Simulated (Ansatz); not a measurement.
Here is the system:

NbSi:
```xyz
2
Lattice="3.1442 0.0000 0.0000 0.0000 3.1442 0.0000 0.0000 0.0000 3.1442" Properties=species:S:1:pos:R:3 pbc="T T T"
Nb     0.0000     0.0000     0.0000
Si     1.5721     1.5721     1.5721
```

This is the r²SCAN-relaxed structure.

Problem. All from r²SCAN (plane waves, PAW; program Ansatz), unless another level is named. Predict the electronic character.

Solution. metallic (no gap).

Problem. What about the formation energy from the elements (no fitted shifts)?

Solution. -0.15 eV/atom.

Problem. Give the density of states at the Fermi level.

Solution. 0.72 states/eV per atom (mean over ±0.08 eV).

Space group Pm-3m (CsCl type). A made-up cell: these elements were put on the sites of a structure type; neither database checked (COD, Materials Project) lists it. Its standing as an ambient phase is unchecked. Symmetry was held in the r²SCAN relaxation. At this level the phase is mechanically unstable. No spin polarisation was allowed. The references are the lowest solids computed at this level, not always the standard phases. Scalar-relativistic: spin–orbit coupling is off unless named, which matters more the heavier the elements.

Potentials: the later of the program's two PAW sets.
